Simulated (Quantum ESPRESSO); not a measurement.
# Si2Ga3P3: a curve over one atom's position

Simulated, not a measurement. The program is pw.x of Quantum ESPRESSO 7.5 (plane-wave density functional theory). The cell is made up: 8 atoms on a zincblende/diamond lattice, with randomly drawn elements, strain and displacements, not relaxed. PseudoDojo standard norm-conserving files (v0.5 for PBE, v0.4.1 for LDA and PBEsol) set the functional; there is no spin polarisation, spin-orbit coupling or dispersion term, and the masses in the input are unused placeholders.

Seven runs move atom 3 (Ga, counted in the order of the input) along y and keep all else fixed.

Input of the run at +0.0020:

```
&control calculation='scf', pseudo_dir='./dojo.nc.sr.pbe.v0_5.standard.upf', outdir='./o', disk_io='low', tprnfor=.true., tstress=.true. /
&system ibrav=0, nat=8, ntyp=3, nbnd=37, ecutwfc=79.96652505, nosym=.true., tot_charge=0,
 occupations='smearing', smearing='fd', degauss=0.0018374661
/
&electrons conv_thr=7.350e-09, electron_maxstep=60, /
ATOMIC_SPECIES
Ga 1.0 Ga.upf
P 1.0 P.upf
Si 1.0 Si.upf
CELL_PARAMETERS angstrom
5.3873 0.0 0.0
0.0 5.3873 0.0
0.0 0.0 5.3873
ATOMIC_POSITIONS angstrom
Si -0.0767 -0.0097 0.0525
Ga -0.0627 2.5356 2.8503
Ga 2.7588 -0.0096 2.7529
Ga 2.6877 2.7181 0.0619
P 1.2887 1.4332 1.2989
P 1.4423 4.0303 4.054
Si 4.0691 1.2442 4.0361
P 4.108 4.1198 1.3421
K_POINTS automatic
4 4 4 1 1 1
```

| shift of atom 3 along y (Å) | free energy less that of the input shown (eV) | Fx on atom 3 (eV/Å) | Fy on atom 3 (eV/Å) | Fz on atom 3 (eV/Å) | pressure (GPa) | next band up at Gamma (eV) | iterations |
| --- | --- | --- | --- | --- | --- | --- | --- |
| -0.1585 | 0.1902 | -0.466 | 2.155 | -0.901 | 7.34 | 0.688 | 10 |
| +0.0020 | 0.0000 | -1.190 | 0.203 | -1.374 | 7.05 | 0.715 | 10 |
| +0.0473 | 0.0034 | -1.410 | -0.351 | -1.543 | 7.06 | 0.709 | 10 |
| +0.0764 | 0.0187 | -1.556 | -0.704 | -1.658 | 7.08 | 0.697 | 10 |
| +0.1058 | 0.0446 | -1.706 | -1.056 | -1.781 | 7.13 | 0.666 | 10 |
| +0.1210 | 0.0621 | -1.785 | -1.237 | -1.847 | 7.16 | 0.648 | 10 |

Question: one run is left out of the table, at -0.1262. Estimate its Fy on atom 3 (eV/Å).

Answer: 1.770. The whole row:

```
shift of atom 3 along y (Å)  free energy less that of the input shown (eV)  Fx on atom 3 (eV/Å)  Fy on atom 3 (eV/Å)  Fz on atom 3 (eV/Å)  pressure (GPa)  next band up at Gamma (eV)  iterations
                    -0.1262                                         0.1268               -0.605                1.770               -0.980            7.24                       0.708          10
```

A cubic fit gives dFy/dy = -12.28 eV/Å² at zero shift. Across the table the free energy follows the integral of the force to within 0.1 meV. A rerun of one of the cells at 1377 eV and a 6 x 6 x 6 mesh moved values by no more than 0.011 eV in energy, 0.04 GPa in stress and 0.008 eV/Å in force. The band column is the level of band 32 at Gamma less that of band 31, whose number is half the electron count, rounded up; it comes from a band step after each run.